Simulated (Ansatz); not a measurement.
GeSe:
```yaml
crystal:
  lattice:
    - [10.62833, 0.00000, 0.00000]
    - [0.00000, 3.83188, 0.00000]
    - [0.00000, 0.00000, 4.20199]
  atoms:
    - { symbol: Ge, position: [0.11938, 0.25000, 0.10558] }
    - { symbol: Ge, position: [0.88062, 0.75000, 0.89442] }
    - { symbol: Ge, position: [0.38062, 0.75000, 0.60558] }
    - { symbol: Ge, position: [0.61938, 0.25000, 0.39442] }
    - { symbol: Se, position: [0.85634, 0.25000, 0.49199] }
    - { symbol: Se, position: [0.14366, 0.75000, 0.50801] }
    - { symbol: Se, position: [0.64366, 0.75000, 0.99199] }
    - { symbol: Se, position: [0.35634, 0.25000, 0.00801] }
```

Relaxed with LDA. Special points in fractions of this cell's reciprocal vectors: Γ (0.000, 0.000, 0.000); X (0.500, 0.000, 0.000); S (0.500, 0.500, 0.000); Y (0.000, 0.500, 0.000); Z (0.000, 0.000, 0.500); U (0.500, 0.000, 0.500); R (0.500, 0.500, 0.500); T (0.000, 0.500, 0.500).

Q: List the band energies nearest the valence-band maximum at these points for LDA in the plane-wave PAW code Ansatz.

A: In eV from the valence-band maximum; about four levels below and three above (degenerate sets whole), none deeper than 8.9 eV; points with the same levels are listed once.

```
k                    below                above
-  -----------------------  -------------------
Γ  -1.66 -1.40 -1.01 -0.47       0.28 2.60 2.61
X  -2.05 -2.05 -0.62 -0.62  2.16 2.16 2.39 2.39
S  -1.61 -1.61 -1.61 -1.61  1.33 1.33 1.33 1.33
Y  -1.40 -1.40 -1.29 -1.29  0.86 0.86 1.09 1.09
Z  -1.15 -1.15 -0.56 -0.56  0.98 0.98 1.50 1.50
U  -0.71 -0.71 -0.69 -0.69  1.01 1.01 1.59 1.59
R  -1.78 -1.78 -1.78 -1.78  2.28 2.28 2.28 2.28
T  -2.68 -2.68 -1.84 -1.84  2.69 2.69 3.26 3.26
```

Space group Pnma. Symmetry was held in the LDA relaxation; of distortions, only those at the zone centre were tested. A crystal of weakly bound layers computed without a dispersion correction: the cell and the soft elastic constants depend strongly on that. Scalar-relativistic: spin–orbit coupling is off unless named, which matters more the heavier the elements.

Potentials: the earlier of the program's two PAW sets.
